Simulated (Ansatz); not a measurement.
Crystals of one structure type (fcc (Cu type)), relaxed and computed with plane-wave PAW PBEsol (Ansatz code).

```csv
crystal,a (Å)
Al,4.014
Cu,3.563
Sr,5.919
Rh,3.780
Pd,3.875
Pt,(withheld)
Au,4.082
Pb,4.935
```

**Question.** Some entries are withheld; supply them.

**Answer.** 
- Pt, a (Å): 3.918

All cells were relaxed under the symmetry of their starts (and spin orders); stability against distortions was not tested throughout. Named crystals with no word on spin ran without spin polarisation. Scalar-relativistic: spin–orbit coupling is off unless named, which matters more the heavier the elements.

Potentials: the earlier of the program's two PAW sets. The files were generated under PBE; for other functionals the program regenerates the frozen cores, and for LDA and PBEsol the local potential too.
